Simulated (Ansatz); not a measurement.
Ag:
```
Ag
1.0
    2.82051     0.00000     0.00000
   -1.41025     2.44263     0.00000
    0.00000     0.00000     9.30120
Ag
4
Direct
  0.00000   0.00000   0.00000
  0.00000   0.00000   0.50000
  0.33333   0.66667   0.25000
  0.66667   0.33333   0.75000
```

Relaxed with LDA. Special points in fractions of this cell's reciprocal vectors: Γ (0.000, 0.000, 0.000); M (0.500, 0.000, 0.000); K (0.333, 0.333, 0.000); A (0.000, 0.000, 0.500); L (0.500, 0.000, 0.500); H (0.333, 0.333, 0.500).

List the band energies nearest the Fermi level at these points for LDA (plane waves, PAW; program Ansatz).

In eV from the Fermi level; about four levels below and three above (degenerate sets whole), none deeper than 8.9 eV; points with the same levels are listed once.

```csv
k,below,above
Γ,-3.56 -3.56 -3.12 -3.12 -0.83,3.63 11.20 11.23
M,-2.90 -2.88 -2.87 -0.48,0.45 0.97 1.49
K,-3.38 -3.28 -3.28 -3.16,3.20 3.20 3.22
A,-3.30 -3.30 -3.30 -3.30 -2.88 -2.88,6.51 6.51 15.28 15.28
L,-3.01 -3.01 -2.89 -2.89,0.06 0.06 1.31 1.31
H,-3.27 -3.27 -3.13 -3.13,3.54 3.54 3.55 3.55
```

Space group P6_3/mmc (dhcp (α-La type)). The workflow started from a Materials Project entry (that database holds measured and hypothetical structures alike); the Crystallography Open Database files this formula in space group No. 194, but the cells were not matched. It is not the phase usual at ambient conditions (space group No. 225). The LDA relaxation kept the symmetry of its start; its stability against distortions is not shown here. The run is not spin-polarised. Spin–orbit coupling is left out wherever it is not named.

Potentials: the earlier of the program's two PAW sets.
